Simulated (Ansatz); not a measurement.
NaCl (rock salt) is sheared across one {110} plane: the third cell vector gains the shift, so faults repeat every 5.9 Å. The cut lies between planes 1.98 Å apart; the cell height is held.

```xyz
6
Lattice="3.9653 0.0000 0.0000 0.0000 5.6077 0.0000 1.9826 2.8039 5.9479" Properties=species:S:1:pos:R:3 pbc="T T T"
Cl     1.6522     2.3366     4.9566
Cl     1.6522     2.3366     0.9913
Cl     3.6348     5.1404     2.9739
Na     1.6522     5.1404     4.9566
Na     1.6522     5.1404     0.9913
Na     3.6348     2.3366     2.9739
```

In-plane vectors a = (3.965, 0.000) Å, b = (0.000, 5.608) Å, area 22.24 Å². The shift is s times the vector b (length 5.608 Å), so s = 1 restores the start. The shift is rigid: no atom relaxes. γ = [E(shift) − E(0)] / area.

All values below come from r2SCAN (plane waves to 500 eV, PAW, scalar-relativistic; Ansatz, an electronic-structure program). k mesh 7×7×7 (Γ-centred), Fermi-Dirac smearing 0.05 eV. E is the zero-smearing estimate. Faults lie only 5.9 Å apart, and holding the cell height and the atoms raises γ above its relaxed value. NaCl was relaxed with its symmetry unable to fall. γ is measured from zero shift.

```csv
s,γ (mJ/m²)
0.000,0
0.083,85
0.167,362
0.250,848
0.333,withheld
0.417,2044
0.500,2282
0.583,2044
0.667,withheld
0.750,848
0.833,362
0.917,85
```

### Question
Fit a Fourier form (three harmonics of 1 − cos and sin) to the given rows and predict γ at s = 0.333.

### Answer
Least squares on the 10 given rows: γ = (1131.4)·[1 − cos(2πs)] + (-146.3)·[1 − cos(4πs)] + (8.1)·[1 − cos(6πs)], in mJ/m²; root-mean-square residual 1.6 mJ/m². At 0.333 the fit gives 1478 mJ/m²; the calculation gives 1474 mJ/m², so the interpolation is off by 4 (+0.3 %). 

(The slope of γ gives the shear force per area between the displaced halves; near zero shift its curvature is an elastic stiffness.)
